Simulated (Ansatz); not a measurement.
The cell below belongs to a search over invented structures; it isn't taken from experiment.

Input and command of a plane-wave DFT calculation in Ansatz:

```yaml
crystal:
  lattice:
    - [3.15, 0.0, 0.0]
    - [-1.575, 2.72798002, 0.0]
    - [0.0, 0.0, 14.3]
  atoms:
    - { symbol: Sc, position: [0.33333333, 0.66666667, 0.416667] }
    - { symbol: Sc, position: [0.66666667, 0.33333333, 0.583333] }
    - { symbol: Sc, position: [0.33333333, 0.66666667, 0.75] }
    - { symbol: Sc, position: [0.66666667, 0.33333333, 0.25] }
    - { symbol: Ta, position: [0.33333333, 0.66666667, 0.083333] }
    - { symbol: Ta, position: [0.66666667, 0.33333333, 0.916667] }
basis:
  ecutwfc: 420
kpoints:
  mp_grid: { grid: [6, 6, 2] }
hamiltonian:
  xc: pbe
scf:
  occupations: { method: gaussian, width: 0.2 }
  lower_state_search: "off"
output:
  forces: true
  stress: true
  eigenvalues: true
relax:
  adjacent_minimum: "off"
  f_tol: 0.08
  max_steps: 16
  cell: { stress_tol: 0.8 }
```

```bash
ansatz run input.yaml --threads 1 --pin off --max-ram 2560MiB --backend cpu --events-out ev --progress --plain --runs-dir out
```

Processor: Intel(R) Xeon(R) Processor @ 2.50GHz (Skylake/Cascade Lake), 1 thread, on a host shared with other jobs.

Question: Estimate time, memory and problem size.

Answer: About 65 s, peak memory 0.45 GiB. It solves 42 bands at 14 k points (after reduction by symmetry) with about 2547 plane waves (on the last cell), in 34 SCF iterations over 5 ionic steps.
